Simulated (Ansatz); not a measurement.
# YB6: do energies and stresses tell the same story?

All numbers below come from Ansatz, DFT r2SCAN, scalar-relativistic, plane waves, PAW.

Cutoff 500 eV; k points 10×10×10 on the computed 7-atom cell (Γ-centred); Gaussian smearing, width 0.10 eV; no spin polarisation.

Relaxed cell: Pm-3m, a = 4.089 Å, b = 4.089 Å, c = 4.089 Å, α = 90.00°, β = 90.00°, γ = 90.00°, 7 atoms in the primitive cell. Whether it is the stable form of this composition wasn't checked.

Energies at zero smearing and pressures from the stress tensor, at volumes with shape and atoms relaxed:
| V (Å³/atom) | E − E(first) (meV/atom) | P (GPa) |
| --- | --- | --- |
| 8.596 | 0.00 | 28.74 |
| 8.889 | -44.35 | 19.98 |
| 9.182 | -73.77 | 12.38 |
| 9.475 | -90.21 | 5.77 |
| 9.768 | -95.36 | 0.01 |
| 10.061 | -90.67 | -5.01 |
| 10.354 | -77.41 | -9.38 |
| 10.745 | -48.27 | -14.35 |

Q: Check P = −dE/dV between neighbouring volumes, and get the bulk modulus from the pressures alone.

A: With 1 eV/Å³ = 160.2 GPa:
```
middle V (Å³/atom)  −ΔE/ΔV (GPa) mean P (GPa)
             8.742        24.249        24.359
             9.035        16.084        16.180
             9.328         8.989         9.072
             9.621         2.815         2.888
             9.914        -2.563        -2.498
            10.207        -7.251        -7.194
            10.549       -11.947       -11.865
```

The two differ by 0.11 GPa at most. The mean of two end pressures misses the average over a step by about ΔV² P″/12, up to 0.10 GPa here; with that taken off 0.01 GPa remains. Around V = 9.768 Å³/atom, the two neighbours give B = −V ΔP/ΔV = 9.768 × 10.77 / 0.586 = 179.6 GPa, against B0 = 178.9 GPa from the Birch–Murnaghan fit of the energies.

Cost: 9 runs of about 6.9 core-minutes in all, on Arm Neoverse V1 (shared hosts).